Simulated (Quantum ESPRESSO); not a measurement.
# Planted mistakes on one cell of PSi2AlC4

Calculated results; nothing here was measured. They come from pw.x of Quantum ESPRESSO 7.5, a plane-wave density functional program, with PseudoDojo standard norm-conserving files (v0.5 for PBE, v0.4.1 for LDA and PBEsol). The cells are made up: elements, strain and atom displacements were drawn at random, and nothing was relaxed. There is no spin polarisation, spin-orbit coupling or dispersion term.

The cell has 8 sites of a wurtzite lattice (rectangular cell). Sites 1 to 4 hold P Si Al Si; sites 5 to 8 hold C C C C. Cell vectors in Å: (3.082, -0.041, -0.056); (-0.070, 5.320, -0.021); (-0.092, -0.019, 5.054). Settings: PBE, cutoff 1116 eV, 6 x 4 x 4 k mesh shifted by half a step, Fermi-Dirac smearing of 0.025 eV.

The intended run has a self-consistency threshold of 1e-07 eV, a smearing term of 0.000 eV, a pressure of 8.08 GPa and 12 iterations. Each further run changes one thing: all lengths scaled by 1.0171; atoms of sites 1 and 5 exchanged; cutoff 726 eV; files of LDA; k mesh 2 x 2 x 2; one electron added; smearing 0.8 eV; threshold 0.2 eV. A coarse mesh keeps the shift, and a charged cell sits in a uniform background.

| run | change of free energy (eV) | smearing term -TS (eV) | change of P (GPa) | largest change of a force component (eV/Å) | iterations |
| --- | --- | --- | --- | --- | --- |
| A | -0.075 | 0.000 | -10.26 | 0.402 | 13 |
| B | -5.445 | 0.000 | -8.53 | 0.112 | 12 |
| C | 8.102 | 0.000 | 27.80 | 9.082 | 13 |
| D | -0.782 | -2.424 | 2.52 | 0.975 | 12 |
| E | -1.076 | 0.000 | -0.88 | 0.424 | 12 |
| F | 11.925 | -0.004 | 27.86 | 1.191 | 13 |
| G | 0.010 | 0.000 | 0.45 | 0.099 | 5 |
| H | 0.456 | 0.000 | -3.90 | 0.006 | 12 |

A rerun of the intended cell at 1347 eV and k mesh 8 x 6 x 6 moved values by no more than 0.003 eV in the cell's energy, 0.15 GPa in stress and 0.007 eV/Å in force.

Question: which change belongs to which run?

## Worked reading

Run G has the fewest iterations, as a run stopped early does. Run D has the largest smearing term, as wide smearing gives. Run A changes the volume by a factor of 1.0522; minus its pressure change over the logarithm of that factor, 202 GPa, is a rough bulk modulus with clamped atoms. Energies from files of another functional, or of a charged cell, have another zero and say nothing on stability; the pressure of a charged cell rests on the program's zero of potential too.

## Key

| run | change |
| --- | --- |
| A | all lengths scaled by 1.0171 |
| B | files of LDA |
| C | atoms of sites 1 and 5 exchanged |
| D | smearing 0.8 eV |
| E | k mesh 2 x 2 x 2 |
| F | one electron added |
| G | threshold 0.2 eV |
| H | cutoff 726 eV |